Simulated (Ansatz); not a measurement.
KF (rock salt)

```yaml
crystal:
  lattice:
    - [0.00000, 2.71039, 2.71039]
    - [2.71039, 0.00000, 2.71039]
    - [2.71039, 2.71039, 0.00000]
  atoms:
    - { symbol: F, position: [0.00000, 0.00000, 0.00000] }
    - { symbol: K, position: [0.50000, 0.50000, 0.50000] }
```

The relaxed cell is deformed in two ways at once: its volume V is scaled, and at that volume it is stretched along z (the c axis of the conventional cell) so that c/a changes. Fractional atomic positions are held.

The numbers are results of PBE (plane waves to 420 eV, PAW, scalar-relativistic; Ansatz, a program for electronic structure), not measurements. k mesh 11×11×11 (Γ-centred), Fermi-Dirac smearing 0.05 eV. Stress and pressure are positive under compression. KF was relaxed with its symmetry unable to fall.

At one point of the scan the stress tensor (GPa) is:

```
   -2.5      0.0      0.0
    0.0     -2.5      0.0
    0.0      0.0      2.6
```

Problem. Which point is it?
(A) V/V₀ = 0.973, (c/a)/(c/a)₀ = 0.920
(B) V/V₀ = 0.973, (c/a)/(c/a)₀ = 0.880
(C) V/V₀ = 1.080, (c/a)/(c/a)₀ = 0.880
(D) V/V₀ = 1.000, (c/a)/(c/a)₀ = 0.960

Solution. C, V/V₀ = 1.080, (c/a)/(c/a)₀ = 0.880

(A scan under strain: stresses follow from slopes of the energy per volume, elastic moduli from its curvatures.)
